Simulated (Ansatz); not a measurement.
NbAlB (Cmcm), relaxed and computed with several functionals in Ansatz (plane waves, PAW).

```json
[
 {"functional": "r²SCAN", "a (Å)": "3.338", "c (Å)": "3.102", "V (Å³/atom)": "12.63", "ΔH_f (eV/atom)": "-0.59"},
 {"functional": "PBEsol", "a (Å)": "(withheld)", "c (Å)": "(withheld)", "V (Å³/atom)": "(withheld)", "ΔH_f (eV/atom)": "(withheld)"},
 {"functional": "PBE", "a (Å)": "3.346", "c (Å)": "3.114", "V (Å³/atom)": "12.77", "ΔH_f (eV/atom)": "-0.54"}
]
```

Task: Complete the blanks.

Result: 
- PBEsol, a (Å): 3.305
- PBEsol, c (Å): 3.105
- PBEsol, V (Å³/atom): 12.49
- PBEsol, ΔH_f (eV/atom): -0.57

Typed or built starts, not in the databases checked: NbAlB, Cmcm (Al on 4c, B on 4c, Nb on 4c). All cells were relaxed under the symmetry of their starts (and spin orders); stability against distortions was not tested throughout. Rows with no word on spin ran without spin polarisation. Scalar-relativistic: spin–orbit coupling is off unless named, which matters more the heavier the elements.

Potentials: the later of the program's two PAW sets.

Ansatz (an electronic-structure program) is a plane-wave DFT program.

Formation energies count from the lowest solids of the elements computed at the same level, not from gases.
